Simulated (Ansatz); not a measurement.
# La: frozen-core PAW against all-electron methods

```yaml
crystal:
  lattice:
    - [3.75000, 0.00000, 0.00000]
    - [-1.87500, 3.24760, 0.00000]
    - [0.00000, 0.00000, 5.94860]
  atoms:
    - { symbol: La, position: [0.33333, 0.66667, 0.25000] }
    - { symbol: La, position: [0.66667, 0.33333, 0.75000] }
```

Atom numbers follow the list: La1, La2.

The geometry is COD entry 9008503, unchecked; take it as a test cell. It differs from other determinations. The listed cell was then made from it by scaling, straining or moving an atom.

Spin–orbit coupling is left out, though it moves levels of the heavy atoms by tenths of an eV or more.

Methods: DFT, LDA, PAW with Ansatz's default frozen-core files, scalar-relativistic (Ansatz 0.2.0); DFT, LDA, all-electron LAPW, scalar-relativistic (Ansatz 0.2.0).

For PAW: a Γ-centred 11×11×6 k mesh, Fermi–Dirac smearing of 0.05 eV, cutoff 420 eV, no spin polarisation; the PAW files were made with PBE, and the program remakes their frozen cores for this functional. LAPW targets a basis error of 0.25 meV/atom. The Ansatz runs share mesh, smearing and spin set-up. Plane-wave (PAW) pressures include the program's estimate of the Pulay term.

Stress and pressure are positive in compression.

PAW results:

| quantity | PAW |
| --- | --- |
| pressure (GPa) | -2.55 |
| stress xx (GPa) | -2.69 |
| stress zz (GPa) | -2.28 |

**Question.** What does LAPW (all electrons) give for the same quantities?

**Answer.** 
```tsv
quantity	LAPW
pressure (GPa)	-2.52
stress xx (GPa)	-2.66
stress zz (GPa)	-2.24
```
